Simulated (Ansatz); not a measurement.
Computed with Ansatz 0.2.0, DFT PBE, scalar-relativistic, plane waves, PAW. Settings: cutoff 420 eV, Γ-centred meshes spaced at most about 0.3 Å⁻¹ (2π included), Gaussian smearing. No spin polarisation in the final relaxations.

The zero of energy is the elements' standard structures at the same level (F₂ as a molecule); no fitted shifts are applied. The references include grey tin.

A relaxed structure of Ba2SnF6 has 18.33 Å³/atom, −2.976 eV/atom against the elements, a gap of 2.32 eV on its mesh:

Space group Fm-3m (No. 225). a = 8.707 Å, b = 8.707 Å, c = 8.707 Å, α = 90.00°, β = 90.00°, γ = 90.00°
```
atom  site  symmetry       x       y       z
  Ba    8c      -43m  0.2500  0.7500  0.7500
  Sn    4a      m-3m  0.0000  0.0000  0.0000
   F   24e      4m.m  0.2615  0.0000  0.0000
```

Q: Predict cell, energy and gap of Ca2SnF6 with the same space group and Wyckoff sites.

A: Ca2SnF6 has a = 8.270 Å: 15.71 Å³/atom, −2.636 eV/atom against the elements, a gap of 1.40 eV on its mesh. The volume per atom changes by -14.3 % and the formation energy by +0.340 eV/atom (from unrounded values). The gap narrows by 0.92 eV. Covalent radii: Ba 2.15 Å, Ca 1.76 Å; electronegativities 0.89 and 1.00. The cell follows the size of the atom. Ca is surrounded by 12 F at 2.93 Å; Sn has 6 F at 2.21 Å; around F lie 1 Sn at 2.21 Å, 4 F at 2.72 Å and 4 Ca at 2.93 Å.

```
Ca Sn F
1.0
     0.00000    4.13483    4.13483
     4.13483    0.00000    4.13483
     4.13483    4.13483    0.00000
Ca Sn F
2 1 6
Cartesian
  2.0674 2.0674 2.0674
  6.2022 6.2022 6.2022
  0.0000 0.0000 0.0000
  2.2106 4.1348 4.1348
  6.0590 4.1348 4.1348
  4.1348 2.2106 4.1348
  4.1348 6.0590 4.1348
  4.1348 4.1348 2.2106
  4.1348 4.1348 6.0590
```

The two cells were relaxed from separate starts that ended on the same group and sites; neither need be the stable form of its compound. Kohn–Sham gaps at this level usually fall short of measured ones. Cells relaxed within their symmetry can be saddle points.
